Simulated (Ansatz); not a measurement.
A surface is cut from this relaxed crystal of Au:

```cif
data_structure
_symmetry_space_group_name_H-M 'P6_3/mmc'
_symmetry_Int_Tables_number 194
_cell_length_a 2.8903
_cell_length_b 2.8903
_cell_length_c 4.8647
_cell_angle_alpha 90.000
_cell_angle_beta 90.000
_cell_angle_gamma 120.000
_cell_volume 35.19
loop_
_atom_site_label
_atom_site_type_symbol
_atom_site_symmetry_multiplicity
_atom_site_Wyckoff_symbol
_atom_site_fract_x
_atom_site_fract_y
_atom_site_fract_z
_atom_site_occupancy
Au1 Au 2 d 0.33333 0.66667 0.75000 1
```

Miller indices refer to the conventional cell of P6_3/mmc (No. 194), a = 2.890 Å, b = 2.890 Å, c = 4.865 Å, α = 90.00°, β = 90.00°, γ = 120.00°.

Consider the (100) slab of 10 planes, 11.7 Å thick with 15 Å of vacuum as cut; outer planes Au (top) and Au (bottom), all atoms relaxed.

Computed with DFT r2SCAN, scalar-relativistic, plane waves, PAW in Ansatz. Plane waves to 500 eV, a k mesh through Γ of 12×7×1 on the computed 10-atom cell and Gaussian smearing (0.10 eV); no spin polarisation. A dipole correction removes the field between periodic images along c.

(1) Estimate the surface energy (mean of both faces).

(2) Predict the work function.

(3) The top two planes lie 1.669 Å apart in the bulk. How does relaxation change this?

Spin-orbit coupling is left out, which matters for the bands of heavy elements.

## Answers

(1) 1.19 J/m².

(2) 4.95 eV.

(3) The spacing becomes 1.394 Å (-16.5 %).

The reference crystal is a form of Au, which isn't its usual structure.